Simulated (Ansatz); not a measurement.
NiCl2:
```xyz
3
Lattice="1.7089 0.9866 6.1372 -1.7089 0.9866 6.1372 0.0000 -1.9733 6.1372" Properties=species:S:1:pos:R:3 pbc="T T T"
Ni     0.0000     0.0000     0.0000
Cl     0.0000     0.0000     4.8508
Cl     0.0000     0.0000    13.5609
```
The run is spin-polarised; directions of the spins, atom by atom: ↑ ↑ ↑.

Cartesian axes are those of the cell as given.

Problem. Give the high-frequency dielectric tensor and the Born effective charge tensors of the independent atoms from DFPT, plane-wave PAW PBEsol (Ansatz code).

Solution. 
ε∞:
```
5.86  0.00  0.00
0.00  5.86  0.00
0.00  0.00  3.06
```
Z* of atom 1 (Ni), rows: field, columns: displacement, in e:
```
1.93  0.00  0.00
0.00  1.93  0.00
0.00  0.00  0.68
```
Z* of atom 2 (Cl), rows: field, columns: displacement, in e:
```
-0.96   0.00   0.00
 0.00  -0.96   0.00
 0.00   0.00  -0.34
```

Space group R-3m. The first step of the workflow began from a Materials Project structure, measured or hypothetical; the Crystallography Open Database files this formula in space group No. 166, but the cells were not matched. Its standing as an ambient phase is unchecked. The PBEsol relaxation kept the symmetry of its start; its stability against distortions is not shown here. Spin order of the final state: ferromagnetic, chosen from 4 collinear starts compared on coarse meshes (ties went to the first, and starts can fall back to one state), not a proven ground state. No Hubbard U is applied. A crystal of weakly bound layers computed without a dispersion correction: the cell and the soft elastic constants depend strongly on that.

Potentials: the later of the program's two PAW sets.
